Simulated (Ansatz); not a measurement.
Total density of states per atom from the program Ansatz at the LDA level (PAW), in 0.25 eV bins, energy from the Fermi level:

| E (eV) | states/eV/atom |
|---|---|
| -7.85 | 0.28 |
| -7.60 | 0.21 |
| -7.35 | 0.17 |
| -7.10 | 0.13 |
| -6.85 | 0.11 |
| -6.60 | 0.08 |
| -6.35 | 0.07 |
| -6.10 | 0.05 |
| -5.85 | 0.04 |
| -5.60 | 0.17 |
| -5.35 | 0.30 |
| -5.10 | 0.37 |
| -4.85 | 0.37 |
| -4.60 | 0.41 |
| -4.35 | 0.47 |
| -4.10 | 0.53 |
| -3.85 | 0.66 |
| -3.60 | 0.73 |
| -3.35 | 0.72 |
| -3.10 | 0.71 |
| -2.85 | 0.71 |
| -2.60 | 0.70 |
| -2.35 | 0.71 |
| -2.10 | 0.71 |
| -1.85 | 0.72 |
| -1.60 | 0.68 |
| -1.35 | 0.59 |
| -1.10 | 0.56 |
| -0.85 | 0.56 |
| -0.60 | 0.41 |
| -0.35 | 0.22 |
| -0.10 | 0.05 |
| 0.15 | 0.14 |
| 0.40 | 0.57 |
| 0.65 | 0.75 |
| 0.90 | 0.67 |
| 1.15 | 0.57 |
| 1.40 | 0.55 |
| 1.65 | 0.57 |
| 1.90 | 0.67 |
| 2.15 | 0.85 |
| 2.40 | 0.82 |
| 2.65 | 0.56 |
| 2.90 | 0.53 |
| 3.15 | 0.64 |
| 3.40 | 0.78 |
| 3.65 | 0.64 |
| 3.90 | 0.51 |
| 4.15 | 0.66 |
| 4.40 | 0.87 |
| 4.65 | 0.83 |

### Question
Which compound is it?
A) Ir, fcc (Cu type)
B) Cs, bcc (W type)
C) Ag, fcc (Cu type)
D) Sb, A7 (α-As type)

### Answer
D, Sb, A7 (α-As type). Within 0.5 eV of the Fermi level: Sb 5p 83 %, Sb 5s 14 %. Projections are on Löwdin-orthogonalised atomic valence shells; empty p or d shells of many metals are not among them.

Space group R-3m (A7 (α-As type)). The cell was relaxed with LDA under the symmetry of its start. Spin–orbit coupling is left out wherever it is not named.

Potentials: the later of the program's two PAW sets.
